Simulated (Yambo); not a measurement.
G0W0@PBEsol for N (space group Pa-3, No. 205) in Yambo. Reference settings: 2×2×2 Γ-centred k mesh, 304 bands and a 8 Ry block in the screening, 304 bands in G with the Bruneval-Gonze terminator, plasmon pole fitted at 27.2 eV. The PBEsol gap X → Γ on this mesh is 7.21 eV; G0W0 gaps are taken between the same points.

```tsv
change from the reference	G0W0 gap X → Γ (eV)	shift of the valence edge (eV)
reference settings	13.51	-3.05
133 bands in W	13.54	-2.94
7 Ry block	13.49	-3.00
189 bands in G, no terminator	13.54	-2.77
no random integration	13.31	-2.75
no terminator	13.52	-2.90
3 Ry block	…	-2.92
105 bands in G, no terminator	…	-2.55
```

Problem. Estimate the withheld gaps from the other rows; the computed values follow.

Solution. 
- 3 Ry block, G0W0 gap X → Γ (eV): 13.58
- 105 bands in G, no terminator, G0W0 gap X → Γ (eV): 13.56

The reference isn't shown to be the converged limit.

Geometry of the Materials Project entry, not relaxed at this level; primitive cell a = b = c = 5.5605 Å, α = β = γ = 90.00°.

A shift is the quasiparticle energy of the state minus its PBEsol energy.
